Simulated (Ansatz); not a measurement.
Here is the system:

MgRh:
```cif
data_MgRh
_chemical_formula_sum 'Rh1 Mg1'
_space_group_name_H-M_alt 'P 1'
_space_group_IT_number 1
_cell_length_a 3.08292
_cell_length_b 3.08292
_cell_length_c 3.08292
_cell_angle_alpha 90.000
_cell_angle_beta 90.000
_cell_angle_gamma 90.000
loop_
_space_group_symop_operation_xyz
  'x, y, z'
loop_
_atom_site_label
_atom_site_type_symbol
_atom_site_fract_x
_atom_site_fract_y
_atom_site_fract_z
_atom_site_occupancy
Rh1 Rh 0.50000 0.50000 0.50000 1
Mg1 Mg 0.00000 0.00000 0.00000 1
```

This is the PBEsol-relaxed structure.

### Question
All from DFT-PBEsol in the program Ansatz with PAW potentials, unless another level is named. Estimate the density of states at the Fermi level.

### Answer
0.51 states/eV per atom (mean over ±0.08 eV).

### Question
Next, the formation energy from the elements (no fitted shifts)?

### Answer
-37 kJ/mol of atoms.

### Question
And the gap with spin–orbit coupling?

### Answer
none (metallic).

Space group Pm-3m (CsCl type). The workflow started from an entry of the Crystallography Open Database (COD). Its standing as an ambient phase is unchecked. The PBEsol relaxation kept the symmetry of its start; of distortions, only those at the zone centre were tested. No spin polarisation was allowed. The references are the lowest solids computed at this level, not always the standard phases. Scalar-relativistic: spin–orbit coupling is off unless named, which matters more the heavier the elements.

Potentials: the later of the program's two PAW sets.
